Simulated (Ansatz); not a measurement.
Zn:
Space group P6₃/mmc (No. 194); a = 2.6882 Å, b = 2.6882 Å, c = 4.7873 Å, α = 90.00°, β = 90.00°, γ = 120.00°

```tsv
atom	site	symmetry	x	y	z
Zn	2c	-6m2	0.3333	0.6667	0.2500
```

Relaxed at zero pressure with PBE in the plane-wave PAW code Ansatz.

Task: The volume is raised by 3 % and shape and atoms relax at that volume. What pressure results, and how do the axes share the change?

Result: -1.9 GPa; a 0.8 %, b 0.8 %, c 1.4 %; the energy rises by 3 meV/atom.

Task: Give the new structure.

Result: 
Space group P6₃/mmc (No. 194); a = b = 2.7099 Å, c = 4.8521 Å, α = β = 90.00°, γ = 120.00°

| atom | site | symmetry | x | y | z |
|---|---|---|---|---|---|
| Zn | 2c | -6m2 | 0.3333 | 0.6667 | 0.2500 |

The phase is kept; no other phase was compared at this pressure.

Space group P6_3/mmc (hcp (Mg type)). Symmetry was held in the PBE relaxation. Axis ratios of metals converge slowly with the k-mesh, so a and c are less sure than the volume.

Potentials: the earlier of the program's two PAW sets.
